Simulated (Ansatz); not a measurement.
Zone-centre phonons of Ti₂AlC: input and output

The calculation used Ansatz 0.2.0, DFT LDA, scalar-relativistic, plane waves, PAW.

Launched with:
```bash
ansatz run input.yaml --threads 2 --pin off --max-ram 6144MiB --backend cpu --events-out ev --progress --plain --runs-dir out
```

Input (bare energies are in eV):
```yaml
crystal:
  lattice:
    - [3.013005236, 0.0, 0.0]
    - [-1.506502618, 2.6093390761, 0.0]
    - [0.0, 0.0, 13.5233498379]
  atoms:
    - { symbol: Ti, position: [0.3333333333, 0.6666666667, 0.0837077118] }
    - { symbol: Ti, position: [0.6666666667, 0.3333333333, 0.5837077118] }
    - { symbol: Ti, position: [0.6666666667, 0.3333333333, 0.9162922882] }
    - { symbol: Ti, position: [0.3333333333, 0.6666666667, 0.4162922882] }
    - { symbol: Al, position: [0.3333333333, 0.6666666667, 0.75] }
    - { symbol: Al, position: [0.6666666667, 0.3333333333, 0.25] }
    - { symbol: C, position: [0.0, 0.0, 0.0] }
    - { symbol: C, position: [0.0, 0.0, 0.5] }
basis:
  ecutwfc: 420
kpoints:
  mp_grid: { grid: [12, 12, 4] }
hamiltonian:
  xc: lda
scf:
  occupations: { method: fermi_dirac, width: 0.15 }
output:
  eigenvalues: true
phonons:
  method: dfpt
  eigenvectors: true
```

Results section of the output:
```
--- Phonons (Γ-DFPT): 6 representative perturbations + reference, on 164 of 576 k-points (Σ response iterations 20) ---
  k mesh reduced under 2 symmetry operations, with k and −k counted as one. Each operation leaves every solved perturbation unchanged. A smaller set is not used because it would not reduce the number of displacements ...
  ASR residual: 1.875e-3 → 0.000e0 eV/Å²; symmetrization residual: 7.740e-6 eV/Å²
  ASR residual per site (eV/Å²): 1.87e-3 1.87e-3 1.87e-3 1.87e-3 1.07e-5 1.07e-5 1.33e-5 1.33e-5
  Γ frequencies (cm⁻¹): 0.00 0.00 0.00 98.29 98.29 151.19 151.40 151.40 179.11 179.11 256.36 277.74 277.74 278.00 278.00 320.32 368.08 400.53 616.92 622.11 671.16 671.16 671.69 671.69
  non-analytic LO–TO correction: not included (Born effective charges unavailable; polar crystals: no LO–TO splitting at Γ)
```

Time: 3.6 min on 2 threads of Oxide Virtual Turin-like Processor (Zen 5) (shared host), peak memory 2.7 GiB.

In a metal, frequencies and elastic constants depend on the k mesh and the smearing, soft modes and shear constants most.